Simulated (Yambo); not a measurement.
G0W0@PBEsol for NaMoO₃F (space group P2_1/m, No. 11) in Yambo. Reference settings: 2×4×2 Γ-centred k mesh, bands 5 to 203 and a 6 Ry block in the screening, 203 bands in G with the Bruneval-Gonze terminator, plasmon pole fitted at 27.2 eV. The PBEsol gap (-0.5, 0, 0) → (-0.5, 0, 0) on this mesh is 3.05 eV; G0W0 gaps are taken between the same points.

The settings were changed. The gap went from 5.48 eV to 5.91 eV, and the shift of the valence edge from -0.77 eV to -1.05 eV.

Problem. What was changed between the two runs?
(A) no terminator
(B) 5 Ry block
(C) 141 bands in G
(D) 2 Ry block

Solution. D, 2 Ry block. The others gave (gap, valence shift): no terminator: 5.57, -0.57 eV; 141 bands in G: 5.50, -0.75 eV; 5 Ry block: 5.50, -0.77 eV.

Spin-orbit coupling is not included.

Geometry of the Materials Project entry, not relaxed at this level; primitive cell a = 6.6578 Å, b = 3.7608 Å, c = 7.3130 Å, α = 90.00°, β = 109.91°, γ = 90.00°.

The structure is a Materials Project entry; no match was found in the copy of COD used, and its stability was not checked.

A shift is the quasiparticle energy of the state minus its PBEsol energy.
